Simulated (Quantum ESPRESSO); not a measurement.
# TaHfNbO6F2: finding a planted mistake in a log

Computed values, not a measurement. The program is pw.x of Quantum ESPRESSO 7.5 (plane-wave density functional theory). The cell is made up: 11 atoms on a fluorite lattice with one site empty, with randomly drawn elements, strain and displacements, not relaxed. PseudoDojo standard norm-conserving files (v0.5 for PBE, v0.4.1 for LDA and PBEsol) set the functional; there is no spin polarisation, spin-orbit coupling or dispersion term, and the masses in the input are unused placeholders.

The hafnium pseudopotential is less sure than the others, with forces about 3 percent (worst 6) and pressure in oxides about 1.5 GPa (worst 2.7) from a second method in checks, which no rerun with the same files tests.

Intended input:

```
&control calculation='scf', pseudo_dir='./dojo.nc.sr.pbe.v0_5.standard.upf', outdir='./o', disk_io='medium', tprnfor=.true., tstress=.true. /
&system ibrav=0, nat=11, ntyp=5, nbnd=50, ecutwfc=84.00895049, nosym=.true., tot_charge=0,
 occupations='smearing', smearing='fd', degauss=0.0018374661
/
&electrons conv_thr=7.350e-09, electron_maxstep=60, /
ATOMIC_SPECIES
F 1.0 F.upf
Hf 1.0 Hf.upf
Nb 1.0 Nb.upf
O 1.0 O.upf
Ta 1.0 Ta.upf
CELL_PARAMETERS angstrom
5.0456 0.0 0.0
0.0 5.0456 0.0
0.0 0.0 5.0456
ATOMIC_POSITIONS angstrom
Ta -0.0582 2.5718 2.579
Hf 2.6035 0.0531 2.4187
Nb 2.4382 2.5218 -0.0234
O 1.2875 1.19 1.3364
F 1.2641 1.0704 3.744
O 1.3054 3.78 1.2097
F 1.2682 3.7376 3.8128
O 3.749 1.1632 1.1837
O 3.783 1.3097 3.8316
O 3.8754 3.6592 1.2553
O 3.8452 3.7836 3.8013
K_POINTS automatic
4 4 4 1 1 1
```

The log is shortened where brackets say so; the opening notice, blank lines, dates and the lines on written files are dropped, and the path of the files is cut. It prints rydbergs, bohrs and kilobars, and counts compression as positive stress. Where no state is partly filled, the Fermi energy that it prints is only some level between the filled and the empty states on the mesh, and need not lie in the true gap.

Log of the intended run:

```
     Program PWSCF v.7.5
     Parallel version (MPI & OpenMP), running on       1 processor cores
     Number of MPI processes:                 1
     Threads/MPI process:                     1
     [start-up lines left out]
     bravais-lattice index     =            0
     lattice parameter (alat)  =       9.5348  a.u.
     unit-cell volume          =     866.8322 (a.u.)^3
     number of atoms/cell      =           11
     number of atomic types    =            5
     number of electrons       =        88.00
     number of Kohn-Sham states=           50
     kinetic-energy cutoff     =      84.0090  Ry
     charge density cutoff     =     336.0358  Ry
     scf convergence threshold =      7.3E-09
     mixing beta               =       0.7000
     number of iterations used =            8  plain     mixing
     Exchange-correlation= PBE
                           (   1   4   3   4   0   0   0)
     [axes and pseudopotential details left out]
   Cartesian axes
     site n.     atom                  positions (alat units)
         1        Ta     tau(   1) = (  -0.0115348   0.5097114   0.5111384  )
         2        Hf     tau(   2) = (   0.5159941   0.0105240   0.4793682  )
         3        Nb     tau(   3) = (   0.4832329   0.4998018  -0.0046377  )
         4        O      tau(   4) = (   0.2551728   0.2358491   0.2648644  )
         5        F      tau(   5) = (   0.2505351   0.2121452   0.7420327  )
         6        O      tau(   6) = (   0.2587205   0.7491676   0.2397534  )
         7        F      tau(   7) = (   0.2513477   0.7407642   0.7556683  )
         8        O      tau(   8) = (   0.7430236   0.2305375   0.2346004  )
         9        O      tau(   9) = (   0.7497622   0.2595727   0.7593943  )
        10        O      tau(  10) = (   0.7680752   0.7252259   0.2487910  )
        11        O      tau(  11) = (   0.7620897   0.7498811   0.7533891  )
     number of k points=    32  Fermi-Dirac smearing, width (Ry)=  0.0018
                       cart. coord. in units 2pi/alat
        k(    1) = (   0.1250000   0.1250000   0.1250000), wk =   0.0625000
        k(    2) = (   0.1250000   0.1250000   0.3750000), wk =   0.0625000
     [further k points left out]
     Dense  grid:    90087 G-vectors     FFT dimensions: (  60,  60,  60)
     Estimated max dynamical RAM per process >     156.53 MB
     Initial potential from superposition of free atoms
     starting charge      87.9949, renormalised to      88.0000
     Starting wfcs are   62 randomized atomic wfcs
     total cpu time spent up to now is       11.4 secs
     per-process dynamical memory:    91.5 Mb
     Self-consistent Calculation
     iteration #  1     ecut=    84.01 Ry     beta= 0.70
     Davidson diagonalization with overlap
     ethr =  1.00E-02,  avg # of iterations =  2.0
     total cpu time spent up to now is       32.9 secs
     total energy              =    -662.15975510 Ry
     estimated scf accuracy    <       5.95493381 Ry
     iteration #  2     ecut=    84.01 Ry     beta= 0.70
     Davidson diagonalization with overlap
     ethr =  6.77E-03,  avg # of iterations =  6.0
     total cpu time spent up to now is       86.4 secs
     total energy              =    -657.55848892 Ry
     estimated scf accuracy    <      54.52901440 Ry
     [iterations 3 to 15 left out]
     iteration # 16     ecut=    84.01 Ry     beta= 0.70
     Davidson diagonalization with overlap
     ethr =  1.61E-10,  avg # of iterations =  4.3
     total cpu time spent up to now is      560.1 secs
     total energy              =    -665.38361072 Ry
     estimated scf accuracy    <       0.00000005 Ry
     iteration # 17     ecut=    84.01 Ry     beta= 0.70
     Davidson diagonalization with overlap
     ethr =  5.50E-11,  avg # of iterations =  2.3
     total cpu time spent up to now is      587.2 secs
     End of self-consistent calculation
     [lines on levels left out]
     the Fermi energy is    10.4855 ev
!    total energy              =    -665.38361073 Ry
     estimated scf accuracy    <          3.0E-09 Ry
     smearing contrib. (-TS)   =      -0.00000000 Ry
     internal energy E=F+TS    =    -665.38361073 Ry
     The total energy is F=E-TS. E is the sum of the following terms:
     one-electron contribution =    -175.02789108 Ry
     hartree contribution      =     135.33064582 Ry
     xc contribution           =    -155.95444938 Ry
     ewald contribution        =    -469.73191608 Ry
     convergence has been achieved in  17 iterations
     Forces acting on atoms (cartesian axes, Ry/au):
     atom    1 type  5   force =    -0.18345474   -0.00663612   -0.13155559
     atom    2 type  2   force =     0.08735980   -0.00592544   -0.07681718
     atom    3 type  3   force =     0.15110067   -0.04370709    0.20085463
     atom    4 type  4   force =    -0.00704988    0.11234656   -0.00769836
     atom    5 type  1   force =    -0.00430118    0.06014886    0.03575994
     atom    6 type  4   force =     0.04904837   -0.08065505    0.02839815
     atom    7 type  1   force =    -0.00703290   -0.04388827   -0.03389958
     atom    8 type  4   force =    -0.00692304    0.07046572    0.04906404
     atom    9 type  4   force =    -0.02438016    0.06338515   -0.07188645
     atom   10 type  4   force =    -0.02269843   -0.07346143    0.04852949
     atom   11 type  4   force =    -0.03166850   -0.05207289   -0.04074910
     Total force =     0.437023     Total SCF correction =     0.000156
     Computing stress (Cartesian axis) and pressure
          total   stress  (Ry/bohr**3)                   (kbar)     P=     -119.55
  -0.00084156   0.00000055   0.00046358         -123.80        0.08       68.19
   0.00000055  -0.00067716  -0.00009130            0.08      -99.61      -13.43
   0.00046358  -0.00009130  -0.00091928           68.19      -13.43     -135.23
     init_run     :      9.74s CPU     11.25s WALL (       1 calls)
     electrons    :    541.84s CPU    575.82s WALL (       1 calls)
     forces       :      6.00s CPU      6.07s WALL (       1 calls)
     stress       :     25.76s CPU     26.77s WALL (       1 calls)
     [timing details left out]
     PWSCF        :   9m43.56s CPU  10m20.35s WALL
     JOB DONE.
```

A second run was made from an input with one planted mistake. Its log:

```
     Program PWSCF v.7.5
     Parallel version (MPI & OpenMP), running on       1 processor cores
     Number of MPI processes:                 1
     Threads/MPI process:                     1
     [start-up lines left out]
     bravais-lattice index     =            0
     lattice parameter (alat)  =       9.5348  a.u.
     unit-cell volume          =     866.8322 (a.u.)^3
     number of atoms/cell      =           11
     number of atomic types    =            5
     number of electrons       =        88.00
     number of Kohn-Sham states=           50
     kinetic-energy cutoff     =      84.0090  Ry
     charge density cutoff     =     336.0358  Ry
     scf convergence threshold =      7.3E-09
     mixing beta               =       0.7000
     number of iterations used =            8  plain     mixing
     Exchange-correlation= PBE
                           (   1   4   3   4   0   0   0)
     [axes and pseudopotential details left out]
   Cartesian axes
     site n.     atom                  positions (alat units)
         1        Ta     tau(   1) = (  -0.0115348   0.5097114   0.5111384  )
         2        Hf     tau(   2) = (   0.5159941   0.0105240   0.4793682  )
         3        Nb     tau(   3) = (   0.4832329   0.4998018  -0.0046377  )
         4        O      tau(   4) = (   0.2551728   0.2358491   0.2648644  )
         5        F      tau(   5) = (   0.2505351   0.2121452   0.7420327  )
         6        O      tau(   6) = (   0.2587205   0.7491676   0.2397534  )
         7        F      tau(   7) = (   0.2513477   0.7407642   0.7556683  )
         8        O      tau(   8) = (   0.7430236   0.2305375   0.2346004  )
         9        O      tau(   9) = (   0.7497622   0.2595727   0.7593943  )
        10        O      tau(  10) = (   0.7680752   0.7252259   0.2487910  )
        11        O      tau(  11) = (   0.7620897   0.7498811   0.7533891  )
     number of k points=     4  Fermi-Dirac smearing, width (Ry)=  0.0018
                       cart. coord. in units 2pi/alat
        k(    1) = (   0.2500000   0.2500000   0.2500000), wk =   0.5000000
        k(    2) = (   0.2500000   0.2500000  -0.2500000), wk =   0.5000000
     [further k points left out]
     Dense  grid:    90087 G-vectors     FFT dimensions: (  60,  60,  60)
     Estimated max dynamical RAM per process >     156.53 MB
     Initial potential from superposition of free atoms
     starting charge      87.9949, renormalised to      88.0000
     Starting wfcs are   62 randomized atomic wfcs
     total cpu time spent up to now is        4.8 secs
     per-process dynamical memory:    90.1 Mb
     Self-consistent Calculation
     iteration #  1     ecut=    84.01 Ry     beta= 0.70
     Davidson diagonalization with overlap
     ethr =  1.00E-02,  avg # of iterations =  2.0
     total cpu time spent up to now is       10.3 secs
     total energy              =    -662.17977448 Ry
     estimated scf accuracy    <       5.93392832 Ry
     iteration #  2     ecut=    84.01 Ry     beta= 0.70
     Davidson diagonalization with overlap
     ethr =  6.74E-03,  avg # of iterations =  6.0
     total cpu time spent up to now is       19.0 secs
     total energy              =    -657.69801052 Ry
     estimated scf accuracy    <      53.72158674 Ry
     [iterations 3 to 15 left out]
     iteration # 16     ecut=    84.01 Ry     beta= 0.70
     Davidson diagonalization with overlap
     ethr =  2.09E-10,  avg # of iterations =  4.2
     total cpu time spent up to now is       83.4 secs
     total energy              =    -665.40238795 Ry
     estimated scf accuracy    <       0.00000004 Ry
     iteration # 17     ecut=    84.01 Ry     beta= 0.70
     Davidson diagonalization with overlap
     ethr =  4.63E-11,  avg # of iterations =  3.5
     total cpu time spent up to now is       87.1 secs
     End of self-consistent calculation
     [lines on levels left out]
     the Fermi energy is    10.2987 ev
!    total energy              =    -665.40238795 Ry
     estimated scf accuracy    <          5.0E-09 Ry
     smearing contrib. (-TS)   =      -0.00000000 Ry
     internal energy E=F+TS    =    -665.40238795 Ry
     The total energy is F=E-TS. E is the sum of the following terms:
     one-electron contribution =    -174.99287445 Ry
     hartree contribution      =     135.25068380 Ry
     xc contribution           =    -155.92828122 Ry
     ewald contribution        =    -469.73191608 Ry
     convergence has been achieved in  17 iterations
     Forces acting on atoms (cartesian axes, Ry/au):
     atom    1 type  5   force =    -0.17841875   -0.01015538   -0.13223127
     atom    2 type  2   force =     0.08584159   -0.00855702   -0.07397612
     atom    3 type  3   force =     0.15414705   -0.04363418    0.19965148
     atom    4 type  4   force =    -0.00741948    0.11066222   -0.01010821
     atom    5 type  1   force =    -0.00471500    0.06322656    0.03561750
     atom    6 type  4   force =     0.04607965   -0.07911126    0.03249580
     atom    7 type  1   force =    -0.00691268   -0.04431323   -0.03332121
     atom    8 type  4   force =    -0.00469530    0.07288397    0.04847795
     atom    9 type  4   force =    -0.02426663    0.05991029   -0.07246890
     atom   10 type  4   force =    -0.02560632   -0.06968288    0.04604704
     atom   11 type  4   force =    -0.03403412   -0.05122909   -0.04018405
     Total force =     0.433886     Total SCF correction =     0.000196
     Computing stress (Cartesian axis) and pressure
          total   stress  (Ry/bohr**3)                   (kbar)     P=     -124.53
  -0.00086828  -0.00001785   0.00044482         -127.73       -2.63       65.43
  -0.00001785  -0.00071743  -0.00008774           -2.63     -105.54      -12.91
   0.00044482  -0.00008774  -0.00095388           65.43      -12.91     -140.32
     init_run     :      4.35s CPU      4.53s WALL (       1 calls)
     electrons    :     78.05s CPU     82.31s WALL (       1 calls)
     forces       :      0.93s CPU      0.96s WALL (       1 calls)
     stress       :      3.15s CPU      3.26s WALL (       1 calls)
     [timing details left out]
     PWSCF        :   1m26.76s CPU   1m31.59s WALL
     JOB DONE.
```

Question: what was wrong in the second input?

Answer: the k-point mesh is too coarse. The input lines that differ, file-writing options aside:

```
- 4 4 4 1 1 1
+ 2 2 2 1 1 1
```

|  | intended run | run with the mistake |
| --- | --- | --- |
| free energy (eV) | -9053.005 | -9053.261 |
| smearing term -TS (eV) | 0.0000 | 0.0000 |
| pressure (GPa) | -11.95 | -12.45 |
| largest force component (eV/Å) | 5.164 | 5.133 |
| largest change of a force component (eV/Å) |  | 0.129 |
| iterations | 17 | 17 |

For scale, a rerun of the intended cell at 1467 eV and a 6 x 6 x 6 mesh moved values by no more than 0.002 eV in energy, 0.05 GPa in stress and 0.007 eV/Å in force.